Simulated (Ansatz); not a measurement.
Hf:
```
CELL_PARAMETERS angstrom
      3.16043     0.00000     0.00000
     -1.58022     2.73702     0.00000
      0.00000     0.00000     4.99564
ATOMIC_POSITIONS crystal
  Hf 0.33333 0.66667 0.25000
  Hf 0.66667 0.33333 0.75000
```

Relaxed with PBEsol. Special points in fractions of this cell's reciprocal vectors: Γ (0.000, 0.000, 0.000); M (0.500, 0.000, 0.000); K (0.333, 0.333, 0.000); A (0.000, 0.000, 0.500); L (0.500, 0.000, 0.500); H (0.333, 0.333, 0.500).

Q: List the band energies nearest the Fermi level at these points for plane-wave PAW PBEsol with spin–orbit coupling (Ansatz code).

A: In eV from the Fermi level; about four levels below and three above (degenerate sets whole), none deeper than 8.9 eV; points with the same levels are listed once.

| k | below | above |
|---|---|---|
| Γ | -7.47 -7.47 -3.80 -3.80 | 0.75 0.75 1.00 1.00 |
| M | -2.33 -2.33 -0.74 -0.74 | 0.73 0.73 0.88 0.88 |
| K | -1.63 -1.63 -1.49 -1.49 | 0.32 0.32 0.42 0.42 |
| A | -5.43 -5.43 -5.43 -5.43 | 0.14 0.14 0.14 0.14 |
| L | -1.03 -1.03 -1.03 -1.03 | 1.24 1.24 1.24 1.24 |
| H | -0.33 -0.33 0.00 0.00 | 2.47 2.47 2.74 2.74 |

Space group P6_3/mmc (hcp (Mg type)). The cell was relaxed with PBEsol under the symmetry of its start. No spin polarisation was allowed.

Potentials: the earlier of the program's two PAW sets. The files were generated under PBE; for other functionals the program regenerates the frozen cores, and for LDA and PBEsol the local potential too.
